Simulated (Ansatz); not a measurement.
Data:

LiF (rock salt), conventional cell a = 3.990 Å, b = 3.990 Å, c = 3.990 Å, α = 90.00°, β = 90.00°, γ = 90.00°. The calculation uses the primitive cell of 2 atoms, to which meshes and values per cell refer.

The volume is varied about the relaxed value V₀ at fixed cell shape. Symmetry pins the atoms to their sites.

All values below come from r2SCAN (plane waves to 500 eV, PAW, scalar-relativistic; Ansatz, a quantum-chemistry and plane-wave program). k mesh 14×14×14 (Γ-centred), Fermi-Dirac smearing 0.05 eV. Energies are smeared free energies. Compression counts positive. LiF was relaxed with its symmetry unable to fall. The zero of ΔE is the relaxed starting cell.

The scan covers V/V₀ from 0.900 to 1.100 in 9 points.

Q: What is the fitted pressure derivative B₀′?

A: 4.2.

Q: What bulk modulus B₀ follows from a third-order Birch-Murnaghan fit?

A: 77.4 GPa.

(A scan under strain: stresses follow from slopes of the energy per volume, elastic moduli from its curvatures.)
